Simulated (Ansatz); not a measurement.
**Computed properties of GaPt3**

GaPt₃:
```xyz
4
Lattice="3.8901 0.0000 0.0000 0.0000 3.8901 0.0000 0.0000 0.0000 3.8901" Properties=species:S:1:pos:R:3 pbc="T T T"
Ga     0.0000     0.0000     0.0000
Pt     0.0000     1.9450     1.9450
Pt     1.9450     0.0000     1.9450
Pt     1.9450     1.9450     0.0000
```

Space group Pm-3m (No. 221), Cu3Au type; conventional cell a = 3.8901 Å, b = 3.8901 Å, c = 3.8901 Å, α = 90.00°, β = 90.00°, γ = 90.00°.

Method: plane-wave PAW PBEsol (Ansatz code). Structure relaxed to zero pressure with the same functional. Other levels are named where they apply.

Cell and energy:

- Volume per atom = 14.72 Å³
- Density = 18.48 g/cm³
- Formation energy from the elements (no fitted shifts) = -0.46 eV/atom

Electronic structure:

- Electronic character = metallic (no gap)
- Density of states at the Fermi level = 0.66 states/eV per atom (mean over ±0.08 eV)
- Gap with spin–orbit coupling = none (metallic)

Mechanics:

- Bulk modulus (Birch–Murnaghan fit) = 248 GPa
- Pressure derivative B′ = 5.3
- Elastic constants (relaxed ions, GPa) = C11 = 347, C12 = 199, C44 = 112
- Mechanical stability = stable (all eigenvalues of C positive)
- Hill bulk and shear moduli = 248 and 95.0 GPa
- Young's modulus = 253 GPa
- Poisson's ratio = 0.33
- Debye temperature from the elastic constants = 309 K

Phonons:

- Highest zone-centre frequency = 198 cm^-1
- Zone-centre stability = no imaginary mode at Γ

The first step of the workflow began from a Materials Project structure, measured or hypothetical; the Crystallography Open Database copy checked does not list it. COD files the formula under space group No. 127. Its standing as an ambient phase is unchecked. The cell was relaxed with PBEsol under the symmetry of its start. No spin polarisation was allowed. As this level gives no gap, shear constants depend on the k-mesh and smearing (Fermi–Dirac, 0.1 eV here). As this level gives no gap, phonon frequencies hold no LO–TO term and depend on the k-mesh and smearing (Fermi–Dirac, 0.1 eV here). The references are the lowest solids computed at this level, not always the standard phases. Scalar-relativistic: spin–orbit coupling is off unless named, which matters more the heavier the elements.

Potentials: the later of the program's two PAW sets.
